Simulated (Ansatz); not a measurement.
Relaxed candidate structures of Be:

A. P6/mmm (No. 191), hP3; a = 4.2981 Å, b = 4.2981 Å, c = 2.0077 Å, α = 90.00°, β = 90.00°, γ = 120.00°; Be 3g (0.500, 0.500, 0.500)

B. P6₃/mmc (No. 194), hP2; a = b = 3.124 Å, c = 2.336 Å, α = β = 90.00°, γ = 120.00°; Be 2d (0.667, 0.333, 0.250)

C. R-3m, hexagonal axes (No. 166), hR3, AFLOW prototype A_hR3_166_ac (C19, as in Sm); a = b = 2.257 Å, c = 16.121 Å, α = β = 90.00°, γ = 120.00°; Be 3a (0.000, 0.000, 0.000); Be 6c (0.000, 0.000, 0.222)

D. P6/mmm (No. 191), hP1, AFLOW prototype A_hP1_191_a (A_f, as in Sn); a = 2.1462 Å, b = 2.1462 Å, c = 2.4464 Å, α = 90.00°, β = 90.00°, γ = 120.00°; Be 1b (0.000, 0.000, 0.500)

Q: Order them by energy per atom (lowest first) at the level r2SCAN (plane waves to 500 eV, PAW, scalar-relativistic; Ansatz, an electronic-structure program).

A: C (reference), B (+0.45 eV/atom), D (+0.53 eV/atom), A (+0.91 eV/atom)

The lowest structure calculated, P6₃/mmc, hP2, hcp (Mg type), is not among these; it lies 0.02 eV/atom below the lowest of them. Probably no minimum, since a slightly shaken restart fell lower: P6/mmm, hP3 (by 0.94 eV/atom, to P6₃/mmc). 1 run with a doubtful electronic state, a coarser numerical grid, an end not at rest or a source that can't be used is left out. Each run could gain symmetry but not lose that of its start, so entries can be saddle points. All of these are generated cells (placed on structure types, drawn at random, substituted or restacked) that were not matched to a known phase here. Energies are at zero temperature and pressure, without zero-point motion. The runs use different k-meshes, so differences are rounded accordingly. No spin polarisation in the result.
